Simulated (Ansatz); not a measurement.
# FeS$_{2}$: computed property card

FeS2:
```
CELL_PARAMETERS angstrom
      1.57678     0.91035     6.71145
     -1.57678     0.91035     6.71145
      0.00000    -1.82071     6.71145
ATOMIC_POSITIONS crystal
  Fe 0.00000 0.00000 0.00000
  S  0.73425 0.73425 0.73425
  S  0.59906 0.59906 0.59906
```
The run is spin-polarised; directions of the spins, atom by atom: ↑ 0 0.

Space group R3m (No. 160); conventional cell a = b = 3.1536 Å, c = 20.1344 Å, α = β = 90.00°, γ = 120.00°.

Method: PBE in the plane-wave PAW code Ansatz. Structure relaxed to zero pressure with the same functional. Other levels are named where they apply.

Cell and energy:

Volume per atom: 19.27 Å³
Density: 3.45 g/cm³
Formation energy from the elements (no fitted shifts): -0.27 eV/atom

Electronic structure:

Electronic character: metallic (no gap)
Density of states at the Fermi level: 0.51 states/eV per atom (mean over ±0.08 eV)

Magnetism:

- Magnetic order = ferromagnetic
- Net moment = 0.50 μB per atom

A made-up cell: these elements were put on the sites of a structure type; neither database checked (COD, Materials Project) lists it. It is not the phase usual at ambient conditions (space group No. 205). The PBE relaxation kept the symmetry of its start; its stability against distortions is not shown here. The final state is ferromagnetic, chosen from 4 collinear starts compared on coarse meshes (ties went to the first, and starts can fall back to one state), not a proven ground state. No Hubbard U is applied. A crystal of weakly bound layers computed without a dispersion correction: the cell and the soft elastic constants depend strongly on that. The compound may be a true metal, but semilocal functionals without U, or a wrong spin order, can also close a gap. The references are the lowest solids computed at this level, not always the standard phases.

Potentials: the later of the program's two PAW sets.
